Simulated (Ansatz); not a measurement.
KTaO3:
```xyz
5
Lattice="4.0244 0.0000 0.0000 0.0000 4.0244 0.0000 0.0000 0.0000 4.0244" Properties=species:S:1:pos:R:3 pbc="T T T"
K      2.0122     2.0122     2.0122
O      2.0122     0.0000     0.0000
O      0.0000     2.0122     0.0000
O      0.0000     0.0000     2.0122
Ta     0.0000     0.0000     0.0000
```

Plane-wave PAW PBE (Ansatz code) gives a gap of 2.16 eV without spin–orbit coupling, maximum at R, minimum at Γ.

Question: What happens when spin–orbit coupling is switched on?

Answer: The gap decreases by 0.14 eV, to 2.02 eV; maximum at R, minimum at Γ.

Question: Give the electron effective mass with spin–orbit coupling, band 1 of 2 at the edge.

Answer: 0.76 along [100], 0.53 along [110], 0.43 along [111] (mₑ).

Question: Give the electron effective mass with spin–orbit coupling, band 2 of 2 at the edge.

Answer: 0.27 along [100], 0.32 along [110], 0.36 along [111] (mₑ).

Space group Pm-3m (cubic perovskite). The cell was relaxed with PBE under the symmetry of its start. At this level the phase is dynamically unstable (imaginary phonons). The run is not spin-polarised.

Potentials: the later of the program's two PAW sets.
